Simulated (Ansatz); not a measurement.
A geometry of MgSe away from equilibrium: step 4 of the relaxation of a generated cell, MgSe built in the cinnabar structure type. Method: r2SCAN (plane waves to 500 eV, PAW, scalar-relativistic; Ansatz, a first-principles code). Γ-centred k-mesh 9×9×4 on the run's cell, Fermi–Dirac smearing 0.05 eV. The plane waves were selected for a different cell earlier on the path.

```
CELL_PARAMETERS angstrom
      3.87397     0.00000     0.00000
     -1.93698     3.35495     0.00000
      0.00000     0.00000     9.47124
ATOMIC_POSITIONS crystal
  Mg 0.68078 0.00000 0.66667
  Mg 0.00000 0.68078 0.33333
  Mg 0.31922 0.31922 0.00000
  Se 0.63096 0.00000 0.16667
  Se 0.00000 0.63096 0.83333
  Se 0.36904 0.36904 0.50000
```

Q: Give the Cartesian forces on all atoms (eV/Å).

A: 
```json
[
 {"atom": "Mg1", "Fx": "-0.03", "Fy": "0.00", "Fz": "0.00"},
 {"atom": "Mg2", "Fx": "0.01", "Fy": "-0.02", "Fz": "0.00"},
 {"atom": "Mg3", "Fx": "0.01", "Fy": "0.02", "Fz": "0.00"},
 {"atom": "Se4", "Fx": "0.36", "Fy": "0.00", "Fz": "0.00"},
 {"atom": "Se5", "Fx": "-0.18", "Fy": "0.32", "Fz": "0.00"},
 {"atom": "Se6", "Fx": "-0.18", "Fy": "-0.32", "Fz": "0.00"}
]
```

The path ends in Fm-3m (No. 225) (rock salt type). No spin polarisation in the result.

The run could not lose the symmetry of its start; a randomly shaken copy of 4 atoms returns to this structure.
